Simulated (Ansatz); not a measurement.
**Band structure of Br**

```
Br
1.0
     3.33500   -2.24000    0.00000
     3.33500    2.24000    0.00000
     0.00000    0.00000    8.72000
Br
4
Cartesian
  3.3350 1.6352 0.9592
  3.3350 -0.6048 3.4008
  3.3350 -1.6352 7.7608
  3.3350 0.6048 5.3192
```

Atom numbers follow the list: Br1, Br2, Br3, Br4.

The geometry is COD entry 9008594, unchecked; take it as a test cell.

Method: DFT, PBE, all-electron LAPW, scalar-relativistic (Ansatz 0.2.0).

The runs use a Γ-centred 7×7×3 k mesh, Fermi–Dirac smearing of 0.01 eV, basis error target 1 meV/atom, no spin polarisation.

Points in fractions of the reciprocal vectors of this cell: Γ (0, 0, 0), Y (0.5, 0.5, 0), F0 (0.363, 0.637, 0), Δ0 (-0.363, 0.363, 0), Z (0, 0, 0.5), B0 (-0.363, 0.363, 0.5), G0 (0.363, 0.637, 0.5), T (0.5, 0.5, 0.5). The path joins them by straight lines in the order Γ–Y–F0–Δ0–Γ–Z–B0–G0–T; legs that retrace an earlier one aren't tabulated. Energies are in eV from the top of the valence band.

Problem. List the levels at B0 between -20 and 9 eV.

Solution. -15.74 (×2), -12.79 (×2), -4.70 (×2), -3.26 (×2), -2.94 (×2), -0.64 (×2), -0.51 (×2), 2.29 (×2), 8.50 (×2), 8.84 (×2).

Problem. List the levels at Y between -20 and 9 eV.

Solution. -15.88, -15.61, -13.01, -12.44, -4.90, -4.20, -3.85, -3.11, -2.67, -2.41, -1.52, -1.23, -0.50, -0.12, 1.92, 2.44, 7.18, 7.48, 7.77, 8.10.

Problem. List the levels at T between -20 and 9 eV.

Solution. -15.76 (×2), -12.72 (×2), -4.61 (×2), -3.56 (×2), -2.35 (×2), -1.02 (×2), -0.76 (×2), 2.07 (×2), 7.94 (×2), 8.97 (×2).

Problem. What is the band gap?

Solution. 1.85 eV, indirect from the line B0 (-0.363, 0.363, 0.5)–G0 (0.363, 0.637, 0.5) to the line Δ0 (-0.363, 0.363, 0)–Γ (the direct gap is only 0.05 eV larger).

Kohn–Sham gaps of semilocal functionals usually fall short of measured ones.
